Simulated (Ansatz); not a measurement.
Starting cell, TaAs (NbAs type, space group I4_1md):

```
CELL_PARAMETERS angstrom
     -1.73153     1.73153     5.86650
      1.73153    -1.73153     5.86650
      1.73153     1.73153    -5.86650
ATOMIC_POSITIONS crystal
  Ta 0.99912 0.99912 0.00000
  Ta 0.74912 0.24912 0.50000
  As 0.41688 0.41688 0.00000
  As 0.16688 0.66688 0.50000
```

In this cell atom 3 (As, nearest neighbour Ta at 2.622 Å; its periodic images, 3.5 Å or more away, move with it) is moved by s along Cartesian [110], unit vector (0.707, 0.707, 0.000); all other atoms and the cell stay fixed.

Method: PBE (plane waves to 420 eV, PAW, scalar-relativistic; Ansatz, a program for electronic structure). k mesh 15×15×15 (Γ-centred), Fermi-Dirac smearing 0.05 eV. The energy includes the smearing's −TS. Left out: 2 of 11 points, with atoms too close for the PAW data. With partly filled bands, energies and forces of such displacements shift with the k mesh and the smearing. At this level the bands of TaAs touch or barely overlap. Spin-orbit coupling is left out, though Ta is heavy. TaAs is run without spin polarisation. TaAs was relaxed with its symmetry unable to fall. ΔE is measured from the undisplaced structure. The last digit holds for this mesh only.

| s (Å) | ΔE (meV/cell) |
|---|---|
| -0.416 | 1204.4 |
| -0.312 | 636.4 |
| -0.208 | 269.0 |
| -0.104 | withheld |
| 0.000 | 0.0 |
| 0.104 | withheld |
| 0.208 | 269.0 |
| 0.312 | 636.4 |
| 0.416 | 1204.4 |

### Question
Fit an even polynomial form (powers 2, 4, 6) to the given rows and predict ΔE at s = -0.104.

### Answer
Least squares on the 7 given rows: ΔE = (5950)·s² + (6290)·s⁴ + (-2650)·s⁶, in meV/cell with s in Å; root-mean-square residual 0.05 meV/cell. At -0.104 the fit gives 65.1 meV/cell; the calculation gives 65.0 meV/cell, so the interpolation is off by 0.1 (+0.2 %). The quadratic term alone would give 64.4 meV/cell.

(A displaced cell: forces are minus the slopes of the energy, force constants its curvatures, and phonons follow from these.)
